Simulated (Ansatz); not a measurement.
## Ga: frozen-core PAW against all-electron methods

```
CELL_PARAMETERS angstrom
-1.39220 1.39220 2.21027
1.39220 -1.39220 2.21027
1.39220 1.39220 -2.21027
ATOMIC_POSITIONS crystal
Ga 0.00000 0.00000 0.00000
```

The cell is COD entry 9012723, as deposited and not checked against the literature; nothing was relaxed. The listed cell was then made from it by scaling, straining or moving an atom.

All numbers are computed: DFT, LDA, PAW with Ansatz's default frozen-core files, scalar-relativistic (Ansatz 0.2.0); DFT, LDA, all-electron LAPW, scalar-relativistic (Ansatz 0.2.0).

For PAW: a Γ-centred 14×14×16 k mesh, Fermi–Dirac smearing of 0.05 eV, cutoff 420 eV, no spin polarisation; the PAW files were made with PBE, and the program remakes their frozen cores for this functional; this mesh doesn't keep the crystal's whole symmetry, which leaves small spurious terms. LAPW targets a basis error of 0.25 meV/atom. The Ansatz runs share mesh, smearing and spin set-up. Plane-wave (PAW) pressures include the program's estimate of the Pulay term.

Stress and pressure are positive in compression.

The change that made this cell: volume scaled by 0.975.

| quantity | PAW | LAPW |
| --- | --- | --- |
| pressure (GPa) | -0.13 | -0.08 |
| stress xx (GPa) | -0.07 | -0.02 |
| stress zz (GPa) | -0.24 | -0.19 |
| stress yz (GPa) | 0.10 | 0.11 |
| stress xz (GPa) | 0.10 | 0.11 |
| stress xy (GPa) | -0.07 | -0.07 |

PAW's pressure differs from the LAPW value by -0.05 GPa.
